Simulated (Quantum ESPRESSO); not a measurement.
# Computed records: Mg2Sc2AgMo3 (simulated cell), Mg3ScTa2Mo2 (simulated cell)

All values are calculated (Quantum ESPRESSO 7.5). Calculation on a made-up metal alloy cell, not a measurement, run again with a planted mistake, found by running each candidate: no spin or spin-orbit, unrelaxed, 2900 K smearing, stress positive in tension, cell energy less the intended atoms' offsets; periodic Kohn-Sham density functional theory in plane waves with PseudoDojo standard norm-conserving scalar-relativistic pseudopotentials, each functional with its own files (v0.5 for PBE, v0.4.1 for LDA and PBEsol), eight atoms on drawn sites of a strained close-packed or body-centred lattice, each displaced and held fixed; the energy is the cell's free energy, ions and the entropy term -TS included, at the stated Fermi-Dirac width, less a fixed offset for each atom's element (shifted free energy); compositions with an open d shell lost a parallel starting moment in a cheaper test run, and other magnetic orders were not tried; an error bar is the largest change of its kind in a tighter rerun, never given below 0.002 eV, 0.02 GPa or 0.003 eV/angstrom, and covers cutoff and k-mesh only, not smearing or the files.

Common to all runs: lattice type face-centred cubic; intended functional pbe; fermi dirac smearing 0.25 eV; intended electrons removed 0; structure shown the intended cell.

Notes on all entries: a spin test at this wide smearing found no moment, but such smearing suppresses magnetism that the real alloy may have; another functional or element uses other pseudopotential files, so its energy jump is mostly a change of zero; lattice, volume and sites are drawn at random and may be unstable or far from any real phase; energies are for the whole cell, less offsets fitted to these runs, so they are not formation energies.

(1) Mg2Sc2AgMo3 (simulated cell)

```
cell vectors (Å)
   0.0000     2.1226     2.1226
   0.0000     4.2453    -4.2453
  -8.4905    -2.1226     2.1226
atoms (fractions of the cell vectors)
Mo -0.02341  0.00375  0.00367
Mo  0.01008  0.24328  0.50312
Sc -0.01034  0.50640  0.00446
Sc  0.00784  0.75776  0.49882
Mo  0.48855  0.13537  0.75493
Mg  0.51682  0.38015  0.25565
Ag  0.50775  0.62316  0.74349
Mg  0.49458  0.87273  0.24625
```

* cutoff: 1197 eV
* healthy entropy term negative ts: -1.82 eV
* healthy pressure: -3.9 GPa
* healthy stress xx: 3.31 GPa
* healthy stress yy: 3.89 GPa
* healthy stress zz: 4.48 GPa
* healthy stress yz: 0.98 GPa
* healthy stress xz: -2.08 GPa
* healthy stress xy: 1.14 GPa
* faulty entropy term negative ts: -1.809 eV
* faulty pressure: -3.71 GPa
* faulty stress xx: 3.2 GPa
* faulty stress yy: 3.68 GPa
* faulty stress zz: 4.25 GPa
* faulty stress yz: 0.89 GPa
* faulty stress xz: -1.92 GPa
* faulty stress xy: 1.02 GPa
* candidate first exchanged site: 6
* candidate second exchanged site: 7
* candidate length scale change: 0.77 percent
* candidate functional: lda
* candidate wrong element site: 4
* candidate wrong element: Rh
* candidate misplaced site: 4
* candidate misplaced along: x
* candidate misplaced by: -0.13 Å
* k mesh: 8 x 4 x 3 shifted half a step off Gamma on each axis
* healthy shifted free energy: 1.303 eV
* faulty shifted free energy: 1.184 eV
* fault kind: atom misplaced (misplaced site 4, misplaced along x, misplaced by -0.13 Å)

Atoms:
```csv
atoms element,atom site,atom energy offset (eV)
Mo,1,-1911.95
Mo,2,-1911.95
Sc,3,-1317.21
Sc,4,-1317.21
Mo,5,-1911.95
Mg,6,-1616.19
Ag,7,-4218.03
Mg,8,-1616.19
```

Healthy forces:
```csv
site,x (eV/Å),y (eV/Å),z (eV/Å)
1,1.123,0.641,-0.436
2,-0.913,-0.328,0.365
3,1.35,-0.153,0.344
4,-1.268,0.093,-0.171
5,0.105,-0.186,0.183
6,0.112,-0.924,0.666
7,-0.236,0.043,-0.131
8,-0.273,0.815,-0.82
```

Faulty forces:
```csv
site,x (eV/Å),y (eV/Å),z (eV/Å)
1,1.127,0.624,-0.422
2,-0.908,-0.301,0.336
3,1.353,-0.163,0.359
4,-0.556,0.109,-0.193
5,-0.061,-0.097,0.107
6,-0.083,-0.808,0.558
7,-0.4,-0.067,-0.023
8,-0.472,0.702,-0.722
```

Candidate mistake: atoms exchanged, cell scaled, wrong functional, wrong element, atom misplaced

Notes: error bars of the healthy run: energy 0.0049 eV, stress 0.02 GPa, force 0.0051 eV/Å, from a tighter rerun of this or a related cell; largest difference from healthy 141 error bars; largest difference from nearest other mistake 141 error bars.

(2) Mg3ScTa2Mo2 (simulated cell)

```
cell vectors (Å)
   2.1996     4.3993     2.1996
   2.1996    -4.3993     2.1996
   2.1996     0.0000    -6.5989
atoms (fractions of the cell vectors)
Mg -0.00378 -0.00105 -0.00558
Mg  0.13771  0.61956  0.23987
Mo  0.25707  0.24664  0.49879
Sc  0.36098  0.85276  0.73902
Mg  0.48220  0.47456 -0.00059
Mo  0.63350  0.10644  0.25360
Ta  0.74317  0.74999  0.49612
Ta  0.85936  0.38603  0.73110
```

- cutoff: 1143 eV
- healthy entropy term negative ts: -1.844 eV
- healthy pressure: -10.8 GPa
- healthy stress xx: 10.61 GPa
- healthy stress yy: 11.56 GPa
- healthy stress zz: 10.24 GPa
- healthy stress yz: -1.39 GPa
- healthy stress xz: 1.11 GPa
- healthy stress xy: 0.51 GPa
- faulty entropy term negative ts: -1.851 eV
- faulty pressure: -13.62 GPa
- faulty stress xx: 13.41 GPa
- faulty stress yy: 14.41 GPa
- faulty stress zz: 13.04 GPa
- faulty stress yz: -1.46 GPa
- faulty stress xz: 1.23 GPa
- faulty stress xy: 0.56 GPa
- candidate first exchanged site: 1
- candidate second exchanged site: 4
- candidate length scale change: -1.67 percent
- candidate functional: pbesol
- candidate wrong element site: 8
- candidate wrong element: Au
- candidate misplaced site: 1
- candidate misplaced along: y
- candidate misplaced by: 0.16 Å
- k mesh: 5 x 5 x 4 shifted half a step off Gamma on each axis
- healthy shifted free energy: 2.029 eV
- faulty shifted free energy: 13.334 eV
- fault kind: wrong functional (functional pbesol)

Atoms:
```csv
atoms element,atom site,atom energy offset (eV)
Mg,1,-1616.19
Mg,2,-1616.19
Mo,3,-1911.95
Sc,4,-1317.21
Mg,5,-1616.19
Mo,6,-1911.95
Ta,7,-1771.44
Ta,8,-1771.44
```

Healthy forces:
```csv
site,x (eV/Å),y (eV/Å),z (eV/Å)
1,0.141,-0.019,-0.395
2,-0.118,-0.467,-0.378
3,-0.001,0.093,0.11
4,0.177,0.121,0.279
5,0.239,0.115,0.388
6,1.455,-0.051,-1.323
7,0.057,0.121,0.344
8,-1.95,0.087,0.976
```

Faulty forces:
```csv
site,x (eV/Å),y (eV/Å),z (eV/Å)
1,0.127,-0.017,-0.393
2,-0.074,-0.458,-0.399
3,0.043,0.1,0.1
4,0.115,0.124,0.301
5,0.235,0.113,0.396
6,1.562,-0.025,-1.464
7,0.075,0.114,0.31
8,-2.083,0.049,1.148
```

Candidate mistake: atoms exchanged, cell scaled, wrong functional, wrong element, atom misplaced

Notes: heavy elements are run without spin-orbit coupling, which real alloys of them have; error bars of the healthy run: energy 0.002 eV, stress 0.029 GPa, force 0.012 eV/Å, from a tighter rerun of this or a related cell; largest difference from healthy 5652 error bars; largest difference from nearest other mistake 5528 error bars.

(3) Mg3ScTa2Mo2 (simulated cell)

Structure as in entry 2.

- cutoff: 1143 eV
- healthy entropy term negative ts: -1.844 eV
- healthy pressure: -10.8 GPa
- healthy stress xx: 10.61 GPa
- healthy stress yy: 11.56 GPa
- healthy stress zz: 10.24 GPa
- healthy stress yz: -1.39 GPa
- healthy stress xz: 1.11 GPa
- healthy stress xy: 0.51 GPa
- faulty entropy term negative ts: -1.758 eV
- faulty pressure: -11.04 GPa
- faulty stress xx: 11.13 GPa
- faulty stress yy: 10.46 GPa
- faulty stress zz: 11.51 GPa
- faulty stress yz: -1.43 GPa
- faulty stress xz: 2.37 GPa
- faulty stress xy: -0.41 GPa
- candidate first exchanged site: 1
- candidate second exchanged site: 4
- candidate length scale change: -1.67 percent
- candidate functional: pbesol
- candidate wrong element site: 8
- candidate wrong element: Au
- candidate misplaced site: 1
- candidate misplaced along: y
- candidate misplaced by: 0.16 Å
- k mesh: 5 x 5 x 4 shifted half a step off Gamma on each axis
- healthy shifted free energy: 2.029 eV
- faulty shifted free energy: -2260.202 eV
- fault kind: wrong element (wrong element site 8, wrong element Au)

Atoms:
```csv
atoms element,atom site,atom energy offset (eV)
Mg,1,-1616.19
Mg,2,-1616.19
Mo,3,-1911.95
Sc,4,-1317.21
Mg,5,-1616.19
Mo,6,-1911.95
Ta,7,-1771.44
Ta,8,-1771.44
```

Healthy forces:
```csv
site,x (eV/Å),y (eV/Å),z (eV/Å)
1,0.141,-0.019,-0.395
2,-0.118,-0.467,-0.378
3,-0.001,0.093,0.11
4,0.177,0.121,0.279
5,0.239,0.115,0.388
6,1.455,-0.051,-1.323
7,0.057,0.121,0.344
8,-1.95,0.087,0.976
```

Faulty forces:
```csv
site,x (eV/Å),y (eV/Å),z (eV/Å)
1,0.017,0.09,-0.495
2,-0.138,-0.455,-0.326
3,-0.829,-0.109,0.654
4,0.038,0.062,0.103
5,0.253,0.162,0.443
6,1.277,-0.052,-1.197
7,-0.377,0.012,0.802
8,-0.241,0.29,0.016
```

Candidate mistake: atoms exchanged, cell scaled, wrong functional, wrong element, atom misplaced

Notes: heavy elements are run without spin-orbit coupling, which real alloys of them have; error bars of the healthy run: energy 0.002 eV, stress 0.029 GPa, force 0.012 eV/Å, from a tighter rerun of this or a related cell; largest difference from healthy 1131116 error bars; largest difference from nearest other mistake 1130878 error bars.
